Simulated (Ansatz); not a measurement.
The cell below belongs to a search over invented structures; it isn't taken from experiment.

Input and command of a plane-wave DFT calculation in Ansatz:

```yaml
crystal:
  lattice:
    - [-1.7031137614, 1.7031137614, 10.771489408]
    - [1.7031137614, -1.7031137614, 10.771489408]
    - [1.7031137614, 1.7031137614, -10.771489408]
  atoms:
    - { symbol: Hf, position: [0.4293576694, 0.4293576694, 0.0] }
    - { symbol: Hf, position: [0.5706423306, 0.5706423306, 0.0] }
    - { symbol: Hf, position: [0.7088773952, 0.7088773952, 0.0] }
    - { symbol: Hf, position: [0.2911226048, 0.2911226048, 0.0] }
    - { symbol: Ge, position: [0.1394472974, 0.1394472974, 0.0] }
    - { symbol: Ge, position: [0.8605527026, 0.8605527026, 0.0] }
    - { symbol: W, position: [0.0, 0.0, 0.0] }
basis:
  ecutwfc: 420
kpoints:
  mp_grid: { grid: [12, 12, 12] }
hamiltonian:
  xc: pbe
scf:
  occupations: { method: gaussian, width: 0.1 }
output:
  forces: true
  stress: true
  eigenvalues: true
relax:
  adjacent_minimum: "off"
  f_tol: 0.01
  max_steps: 30
  cell: { stress_tol: 0.1, fix: [volume] }
```

```bash
ansatz run input.yaml --threads 1 --pin off --max-ram 2560MiB --backend cpu --events-out ev --progress --plain --runs-dir out
```

Processor: Intel(R) Xeon(R) Processor @ 2.70GHz, 1 thread, on a host shared with other jobs.

Problem. Estimate time, memory and problem size.

Solution. About 9.5 min, peak memory 1.4 GiB. It solves 88 bands at 163 k points (after reduction by symmetry) with about 2443 plane waves, in 43 SCF iterations over 5 ionic steps.
